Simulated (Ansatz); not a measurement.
Values for one crystal, relaxed and computed with r²SCAN (plane waves, PAW; program Ansatz); other levels are named.

* **Volume per atom**: 29.97 Å³
* **Electronic character**: metallic (no gap)
* **Formation energy from the elements (no fitted shifts)**: -0.046 eV/atom
* **Density of states at the Fermi level**: 0.37 states/eV per atom (mean over ±0.08 eV)

Problem. Pick the material that matches.
(A) ZrSnTe, P4/nmm (Zr on 2c, Sn on 2a, Te on 2c)
(B) GaAs, I-4m2 (Ga on 2c, As on 2a)
(C) TlAgTe2, I-4m2 (Ag on 2c, Tl on 2a, Te on 4e)
(D) Ag3O, P-31m (O on 2d, Ag on 6k)

Solution. C, TlAgTe2, I-4m2 (Ag on 2c, Tl on 2a, Te on 4e)

The workflow started from an entry of the Crystallography Open Database (COD). Whether it is the stable phase at ambient conditions was not checked. The cell was relaxed with r²SCAN under the symmetry of its start; its stability against distortions is not shown here. The run is not spin-polarised. The references are the lowest solids computed at this level, not always the standard phases. Scalar-relativistic: spin–orbit coupling is off unless named, which matters more the heavier the elements.

Potentials: the later of the program's two PAW sets.
